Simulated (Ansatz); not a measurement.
Consider a crystal of Al4As in space group P4/mmm (No. 123), with Al on 4i; As on 1a. The cell of Al4As is invented: ordered vacancies on the anion sites of antifluorite (occupants of the shared sites, in ratio, As: 1, vacant: 1).

These are results of DFT PBE, scalar-relativistic, plane waves, PAW (Ansatz), not measurements. Cutoff 420 eV, Γ-centred mesh, Gaussian smearing, no spin polarisation.

Energies over the elements count from the elements' standard structures at the same level, with no fitted energy shifts.

Problem. Which cell and coordinates does it relax to?

Solution.

Space group P4/mmm (No. 123). a = 3.886 Å, b = 3.886 Å, c = 6.695 Å, α = 90.00°, β = 90.00°, γ = 90.00°
```json
{"atom": "Al", "site": "4i", "symmetry": "2mm.", "x": "0.5000", "y": "0.0000", "z": "0.2957"}
{"atom": "As", "site": "1a", "symmetry": "4/mmm", "x": "0.0000", "y": "0.0000", "z": "0.0000"}
```

Around Al lie 5 Al at 2.74–2.75 Å and 2 As at 2.77 Å; around As lie 8 Al at 2.77 Å. Another local minimum with the same sites may exist.

Problem. And its energy and gap?

Solution. The energy over the elements is +0.18 eV/atom. The gap on the 10×10×6 mesh of the 5-atom cell is 0 eV (a metal). The separate elements lie lower, so it is unstable against them.

The last run used Gaussian smearing of 0.10 eV. The cell is a metal run without spin; a magnetic state may lie lower. The reference form of As is held partly by dispersion forces, which this level lacks. A structure relaxed within its symmetry needn't be a true minimum.
